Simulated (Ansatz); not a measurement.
The relaxed structure here is a generated cell of Ti3Si: the first start was made by placing the elements on the sites of a structure type, and the end was not matched to a known phase here, so it may be hypothetical.

A relaxed structure of Ti$_{3}$Si. Space group Pnma (No. 62), AFLOW prototype AB3_oP16_62_c_cd (D0_11, as in Fe3C). Computed with r2SCAN (plane waves to 500 eV, PAW, scalar-relativistic; Ansatz, an electronic-structure program).

```cif
data_Si4Ti12
_chemical_formula_sum 'Ti12 Si4'
_space_group_name_H-M_alt 'Pnma'
_space_group_IT_number 62
_space_group_name_Hall '-P 2ac 2n'
_cell_length_a 6.36381
_cell_length_b 7.89173
_cell_length_c 5.22182
_cell_angle_alpha 90.000
_cell_angle_beta 90.000
_cell_angle_gamma 90.000
loop_
_atom_site_label
_atom_site_type_symbol
_atom_site_symmetry_multiplicity
_atom_site_Wyckoff_symbol
_atom_site_fract_x
_atom_site_fract_y
_atom_site_fract_z
_atom_site_occupancy
Ti1 Ti 4 c 0.47682 0.25000 0.37925 1
Ti2 Ti 8 d 0.19140 0.53896 0.36731 1
Si1 Si 4 c 0.11061 0.25000 0.59025 1
```

For Ti3Si, the volume per atom is 16.39 Å³. The density comes out as 4.35 g/cm³, the band gap is zero (metallic) and the shortest distances is Si–Ti 2.54 Å; Ti–Ti 2.78 Å; Si–Si 3.59 Å. The k-mesh is 6×5×7.

Band energies at high-symmetry points (eV from the Fermi level; labels of this space group; no spin-orbit coupling), from −5 eV up to 1.4 eV:

| point | energies |
|---|---|
| Γ | -4.49 -3.65 -3.61 -3.18 -2.87 -2.86 -2.50 -2.35 -2.08 -2.02 -1.80 -1.74 -1.54 -1.21 -1.19 -1.13 -1.12 -1.01 -0.80 -0.76 -0.74 -0.68 -0.57 -0.48 -0.41 0.07 0.09 0.14 0.21 0.37 0.50 0.53 0.91 1.14 1.29 1.31 1.31 1.32 1.39 |
| X | -4.29 -4.29 -3.83 -3.83 -3.26 -3.26 -2.70 -2.70 -2.17 -2.17 -2.08 -2.08 -1.47 -1.47 -1.45 -1.45 -1.14 -1.14 -0.68 -0.68 -0.67 -0.67 -0.60 -0.60 -0.46 -0.46 -0.08 -0.08 0.02 0.02 0.26 0.26 0.98 0.98 1.01 1.01 1.13 1.13 |
| S | -3.74 -3.74 -3.74 -3.74 -3.08 -3.08 -3.08 -3.08 -2.40 -2.40 -2.40 -2.40 -1.40 -1.40 -1.40 -1.40 -1.00 -1.00 -1.00 -1.00 -0.64 -0.64 -0.64 -0.64 -0.36 -0.36 -0.36 -0.36 0.39 0.39 0.39 0.39 1.05 1.05 1.05 1.05 1.25 1.25 1.25 1.25 |
| Y | -4.34 -4.34 -3.90 -3.90 -3.16 -3.16 -2.73 -2.73 -2.09 -2.09 -1.85 -1.85 -1.64 -1.64 -1.49 -1.49 -1.18 -1.18 -0.94 -0.94 -0.78 -0.78 -0.62 -0.62 -0.21 -0.21 -0.02 -0.02 0.08 0.08 0.61 0.61 0.68 0.68 1.13 1.13 1.17 1.17 1.39 1.39 |
| Z | -4.16 -4.16 -4.12 -4.12 -3.90 -3.90 -3.16 -3.16 -2.42 -2.42 -2.07 -2.07 -1.39 -1.39 -1.37 -1.37 -0.94 -0.94 -0.88 -0.88 -0.62 -0.62 -0.43 -0.43 -0.27 -0.27 -0.10 -0.10 0.23 0.23 0.52 0.52 0.53 0.53 1.08 1.08 1.10 1.10 |
| U | -4.79 -4.79 -4.16 -4.16 -3.89 -3.89 -2.73 -2.73 -2.25 -2.25 -1.54 -1.54 -1.44 -1.44 -1.39 -1.39 -1.03 -1.03 -0.83 -0.83 -0.72 -0.72 -0.45 -0.45 -0.34 -0.34 -0.22 -0.22 -0.10 -0.10 0.04 0.04 0.49 0.49 1.25 1.25 1.40 1.40 |
| R | -4.67 -4.67 -4.67 -4.67 -3.20 -3.20 -3.20 -3.20 -1.93 -1.93 -1.93 -1.93 -1.30 -1.30 -1.30 -1.30 -0.88 -0.88 -0.88 -0.88 -0.63 -0.63 -0.63 -0.63 -0.39 -0.39 -0.39 -0.39 0.02 0.02 0.02 0.02 0.92 0.92 0.92 0.92 |
| T | -4.66 -4.66 -3.88 -3.88 -3.54 -3.54 -3.02 -3.02 -2.54 -2.54 -2.17 -2.17 -1.35 -1.35 -1.23 -1.23 -1.18 -1.18 -0.84 -0.84 -0.72 -0.72 -0.55 -0.55 -0.30 -0.30 -0.03 -0.03 0.38 0.38 0.68 0.68 0.71 0.71 0.91 0.91 1.14 1.14 |

No spin polarisation in the result.

The run could not lose the symmetry of its start: the end is stationary, and may be a saddle point rather than a minimum.
